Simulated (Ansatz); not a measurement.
**ZrGeS: settings compared (Ansatz)**

The command:

```bash
ansatz run input.yaml --threads 1 --pin off --max-ram 2560MiB --backend cpu --events-out ev --progress --plain --runs-dir out
```

input.yaml:

```yaml
crystal:
  lattice:
    - [3.58008, 0.0, 0.0]
    - [0.0, 3.58008, 0.0]
    - [0.0, 0.0, 7.874192]
  atoms:
    - { symbol: Ge, position: [0.0, 0.0, 0.0] }
    - { symbol: Ge, position: [0.5, 0.5, 0.0] }
    - { symbol: Zr, position: [0.0, 0.5, 0.275] }
    - { symbol: Zr, position: [0.5, 0.0, 0.725] }
    - { symbol: S, position: [0.0, 0.5, 0.617] }
    - { symbol: S, position: [0.5, 0.0, 0.383] }
  symmetry: { tolerance: 0.0003 }
kpoints:
  mp_grid: { grid: [5, 5, 3], shift: [0, 0, 0] }
magnetization:
  spin_polarized: false
scf:
  occupations: { method: fermi_dirac }
hamiltonian:
  pseudopotentials: { kind: paw }
  xc: r2scan
basis:
  ecutwfc: 500
output:
  forces: true
  stress: true
  eigenvalues: true
```

Origin of the cell: a known structure type with other elements, at an estimated volume, so it need not be a known compound.

The smearing width isn't typed, so it takes its default of 0.1 eV.

Output of this run (shortened):

```
SCF iter   1: F=—  HF=-18814.976289 eV  Δρ=8.34e-3  dr2=7.68e-2  dr2_τ=4.36e-2
SCF iter   2: F=—  HF=-18815.144790 eV  Δρ=4.87e-3  dr2=2.35e-2  dr2_τ=8.66e-4  defer=1
SCF iter   3: F=—  HF=-18815.145895 eV  Δρ=1.87e-3  dr2=2.46e-3  dr2_τ=2.86e-4  defer=1
SCF iter   4: F=—  HF=-18815.146546 eV  Δρ=5.56e-4  dr2=2.68e-4  dr2_τ=1.15e-5  defer=1
SCF iter   5: F=—  HF=-18815.146643 eV  Δρ=1.66e-4  dr2=4.35e-5  dr2_τ=1.99e-6  defer=1
SCF iter   6: F=—  HF=-18815.146648 eV  Δρ=4.55e-5  dr2=2.58e-6  dr2_τ=1.17e-7  defer=1
SCF iter   7: F=—  HF=-18815.146649 eV  Δρ=1.19e-5  dr2=1.54e-7  dr2_τ=5.49e-9  defer=1
SCF iter   8: F=-18815.146650 eV  HF=-18815.146650 eV  Δρ=2.14e-6  dr2=5.48e-9  dr2_τ=2.09e-10
SCF 1 converged in 8 iterations: F = -18815.146650 eV  dr2 = 5.48e-9
SCF converged after 8 iterations
Free energy (F): -18815.146650 eV
Harris-Foulkes:  -18815.146650 eV  (|F-HF|=2.55e-10)
Internal energy: -18815.079912 eV  (E = F + TS)
E sigma→0 (E₀):  -18815.113281 eV
Entropy (-TS):   -0.066738 eV (-11.123 meV/atom)
Fermi energy:    14.563520 eV
--- Per-component energies (eV) ---
  E_band       = -312.984066
  E_kinetic    = 1115.277067
  E_local      = -6612.101458  (includes V_loc(G=0)·N_el)
  E_nonlocal   = 1054.266041
  E_hartree    = 2834.788906
  E_xc         = -642.028337
  E_vxc        = -758.466874  (∫ρ·V_xc dr)
  E_paw        = -11228.711463  (= ΣΔE_a)
  E_vpaw       = -822.565023  (= ΣTr[D̂ρ^β])
  E_aug_tail   = 0.000049  (compensation charges beyond the density's cutoff)
  E_vtau       = 41.031424  (kinetic-family band-sum trace: ∫τ·v_τ [+ j·A + Jᵃ·Aᵃ] dr)
  E_ewald      = -5333.850167
  E_core_change = -2.720548  (= ΣΔE_core)
  E_smearing   = -0.066738  (= −TS)
  Σ components = -18815.146650   (vs F -18815.146650, Δ=0.00e0)
--- Forces (eV/Å), atoms counted from 1 ---
  atom   1  Ge     0.000000     0.000000     0.000000
  atom   2  Ge     0.000000     0.000000    -0.000000
  atom   3  Zr     0.000000     0.000000     0.282542
  atom   4  Zr     0.000000     0.000000    -0.282542
  atom   5  S      0.000000     0.000000     0.330938
  atom   6  S      0.000000     0.000000    -0.330938
  max |Σ_I F_I| component: 0.00e0 eV/Å
--- Stress (GPa, compression-positive) ---
        7.625613       0.000000       0.000000
        0.000000       7.625613       0.000000
        0.000000       0.000000      10.442376
  P = ⅓ Tr σ = 8.5645 GPa (85.645 kbar)
```

The same input was run again with these changes:

1. `hamiltonian.xc` r2scan → pbesol
2. `scf.occupations.method` fermi_dirac → tetrahedron_uncorrected; `scf.eigensolver.kind` default → davidson; `basis.precision` default → f64
3. `crystal.symmetry` { tolerance: 0.0003 } → { detect: false }
4. `kpoints.mp_grid.grid` [5, 5, 3] → [1, 1, 1]; `scf.max_iter` default → 80

```json
{"run": "base", "end": "converged", "SCF iterations": "8", "P (GPa)": "8.56", "max force component (eV/Å)": "0.331", "moment (μB)": "–", "ΔE(σ→0) (meV/atom)": "0"}
{"run": "1", "end": "converged", "SCF iterations": "8", "P (GPa)": "4.07", "max force component (eV/Å)": "0.417", "moment (μB)": "–", "ΔE(σ→0) (meV/atom)": "–"}
{"run": "2", "end": "converged", "SCF iterations": "8", "P (GPa)": "8.50", "max force component (eV/Å)": "0.341", "moment (μB)": "–", "ΔE(σ→0) (meV/atom)": "4.64"}
{"run": "3", "end": "converged", "SCF iterations": "8", "P (GPa)": "8.56", "max force component (eV/Å)": "0.331", "moment (μB)": "–", "ΔE(σ→0) (meV/atom)": "0.00"}
{"run": "4", "end": "converged", "SCF iterations": "9", "P (GPa)": "31.41", "max force component (eV/Å)": "3.347", "moment (μB)": "–", "ΔE(σ→0) (meV/atom)": "2084.46"}
```

Energies are compared only where functional, datasets, charge and starting cell are the same.

Not properties of the system: run 4 (one k-point for a small cell).

Caveats of the base run: no moments, though an odd count or open d shells may carry them; the k mesh is coarse if the cell is a metal.

The base run took 9.6 s on 1 thread of Arm Neoverse V1, on a shared host, peak memory 0.57 GiB, from the program's own first density.
